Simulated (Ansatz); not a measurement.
Here is the system:

SrGa2Au2:
```
CELL_PARAMETERS angstrom
      4.52089     0.00000     0.00000
      0.00000     4.52089     0.00000
      0.00000     0.00000    10.46689
ATOMIC_POSITIONS crystal
  Sr 0.00000 0.50000 0.74939
  Sr 0.50000 0.00000 0.25061
  Ga 0.00000 0.50000 0.12496
  Ga 0.50000 0.00000 0.87504
  Ga 0.00000 0.00000 0.50000
  Ga 0.50000 0.50000 0.50000
  Au 0.50000 0.00000 0.62864
  Au 0.00000 0.50000 0.37136
  Au 0.50000 0.50000 0.00000
  Au 0.00000 0.00000 0.00000
```

This is the r²SCAN-relaxed structure.

**Question.** All from r²SCAN in the plane-wave PAW code Ansatz, unless another level is named. Estimate the formation energy from the elements (no fitted shifts).

**Answer.** -0.64 eV/atom.

**Question.** What about the density of states at the Fermi level?

**Answer.** 0.43 states/eV per atom (mean over ±0.08 eV).

Space group P4/nmm. The workflow started from a Materials Project entry (that database holds measured and hypothetical structures alike); the Crystallography Open Database copy checked does not list it. Its standing as an ambient phase is unchecked. Symmetry was held in the r²SCAN relaxation; its stability against distortions is not shown here. The references are the lowest solids computed at this level, not always the standard phases. Scalar-relativistic: spin–orbit coupling is off unless named, which matters more the heavier the elements.

Potentials: the later of the program's two PAW sets.
